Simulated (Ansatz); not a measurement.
RbAlF4:
```
CELL_PARAMETERS angstrom
      3.65840     0.00000     0.00000
      0.00000     3.65840     0.00000
      0.00000     0.00000     6.26687
ATOMIC_POSITIONS crystal
  Rb 0.00000 0.00000 0.00000
  Al 0.50000 0.50000 0.50000
  F  0.50000 0.50000 0.78133
  F  0.50000 0.50000 0.21867
  F  0.50000 0.00000 0.50000
  F  0.00000 0.50000 0.50000
```

Relaxed with r²SCAN. 

**Question.** HSE06 on this cell (Ansatz, a program for electronic structure, PAW) gives a gap of 9.41 eV. What does r²SCAN give?

**Answer.** 8.06 eV.

Cost on shared cores: the r²SCAN run (SCF on a 8×8×5 mesh, then bands and DOS) roughly 2.1 core-minutes, the HSE06 run (SCF on 5×5×3, then a few points) roughly 90 core-seconds; the tasks are unlike.

Space group P4/mmm. The first step of the workflow began from a Materials Project structure, measured or hypothetical; the Crystallography Open Database files this formula in space group No. 123, but the cells were not matched. Whether it is the stable phase at ambient conditions was not checked. The r²SCAN relaxation kept the symmetry of its start; its stability against distortions is not shown here. Scalar-relativistic: spin–orbit coupling is off unless named, which matters more the heavier the elements.

Potentials: the later of the program's two PAW sets.

Ansatz is a plane-wave DFT program.
